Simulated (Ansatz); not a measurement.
# Kick test of a cell of Sc₄As₃

It was reached by relaxing an invented guess, and it needn't be the stable form of this composition.

All numbers below come from DFT PBE, scalar-relativistic, plane waves, PAW (Ansatz 0.2.0). Cutoff 420 eV; k points 6×6×6 on the computed 14-atom cell (Γ-centred); Gaussian smearing, width 0.10 eV; no spin polarisation.

The cell below (14 atoms, space group I-43d (No. 220)) is relaxed within its symmetry.

```
CELL_PARAMETERS angstrom
-4.08910 4.08910 4.08910
4.08910 -4.08910 4.08910
4.08910 4.08910 -4.08910
ATOMIC_POSITIONS crystal
Sc 0.50000 0.00000 0.36042
Sc 0.63958 0.63958 0.63958
Sc 0.00000 0.36042 0.50000
Sc 0.36042 0.50000 0.00000
Sc 0.86042 0.50000 0.00000
Sc 0.50000 0.00000 0.86042
Sc 0.00000 0.86042 0.50000
Sc 0.13958 0.13958 0.13958
As 0.37500 0.25000 0.62500
As 0.62500 0.37500 0.25000
As 0.25000 0.62500 0.37500
As 0.75000 0.87500 0.12500
As 0.12500 0.75000 0.87500
As 0.87500 0.12500 0.75000
```

For the test it was strained at random (σ = 1.5 % a component), the atoms were moved at random (σ = 0.10 Å), and all was relaxed again on a coarse 4×4×4 mesh (in the run’s order of axes) with 0.20 eV smearing, with no symmetry imposed.

Question: Is the structure stable against such a distortion?

Answer: It returns, within 1 meV/atom of the unmoved cell on that mesh and with the same symmetry when read at 0.1 Å. No instability shows in this cell; modes of other wave vectors, which need another repeat, aren't tested.
